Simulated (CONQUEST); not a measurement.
Energy against volume for SnO2 (P4_2/mnm, 6 atoms in the cell; from Materials Project mp-856): the cell is scaled uniformly, and the atoms keep their fractional positions.

```
SnO2
1.0
    4.76482     0.00000     0.00000
    0.00000     4.76482     0.00000
    0.00000     0.00000     3.20750
Sn O
2 4
Direct
  0.50000   0.50000   0.50000
  0.00000   0.00000   0.00000
  0.19403   0.80597   0.50000
  0.80597   0.19403   0.50000
  0.69403   0.69403   0.00000
  0.30597   0.30597   0.00000
```

Method: PBE, numerical atomic orbitals double-zeta with polarisation (the shipped basis), PseudoDojo norm-conserving potentials made for PBE in CONQUEST.

Held fixed: basis = DZP; Diag.MPMeshX, Y, Z = 4 4 6; potentials = PseudoDojo norm-conserving PBE; Grid.GridCutoff = 175 Ha; DM.SolutionMethod = diagon; Diag.SmearingType = 1; Diag.kT = 0.001837 Ha; Diag.GammaCentred = true; Diag.MPOrder = 0; minE.SCTolerance = 1.0e-07; SC.MaxIters = 100; SC.LinearMixingFactor = 0.5; SC.KerkerPreCondition = true; SC.KerkerFactor = 0.1 1/bohr; AtomMove.TypeOfRun = static.

The program uses no crystal symmetry, so grid and mesh can part values that symmetry would make equal. The atom-centred basis is finite, which shifts total energies, pressures and gaps against plane waves. The structure comes from a collection of computed structures, made at another level of theory; the collection holds predicted forms beside known ones.

```json
[
 {"V (Å³/atom)": "11.409", "V/V(base)": "0.940", "ΔF (meV/atom, from the lowest row)": "125.3", "pressure (GPa)": "29.36"},
 {"V (Å³/atom)": "11.651", "V/V(base)": "0.960", "ΔF (meV/atom, from the lowest row)": "85.5", "pressure (GPa)": "23.37"},
 {"V (Å³/atom)": "11.894", "V/V(base)": "0.980", "ΔF (meV/atom, from the lowest row)": "54.3", "pressure (GPa)": "17.91"},
 {"V (Å³/atom)": "12.016", "V/V(base)": "0.990", "ΔF (meV/atom, from the lowest row)": "41.7", "pressure (GPa)": "15.48"},
 {"V (Å³/atom)": "12.137", "V/V(base)": "1.000", "ΔF (meV/atom, from the lowest row)": "30.8", "pressure (GPa)": "13.01"},
 {"V (Å³/atom)": "12.258", "V/V(base)": "1.010", "ΔF (meV/atom, from the lowest row)": "21.8", "pressure (GPa)": "10.83"},
 {"V (Å³/atom)": "12.380", "V/V(base)": "1.020", "ΔF (meV/atom, from the lowest row)": "14.4", "pressure (GPa)": "8.56"},
 {"V (Å³/atom)": "12.622", "V/V(base)": "1.040", "ΔF (meV/atom, from the lowest row)": "4.4", "pressure (GPa)": "4.64"},
 {"V (Å³/atom)": "12.865", "V/V(base)": "1.060", "ΔF (meV/atom, from the lowest row)": "0.0", "pressure (GPa)": "1.37"}
]
```

The minimum lies outside the scanned range, at larger volume.
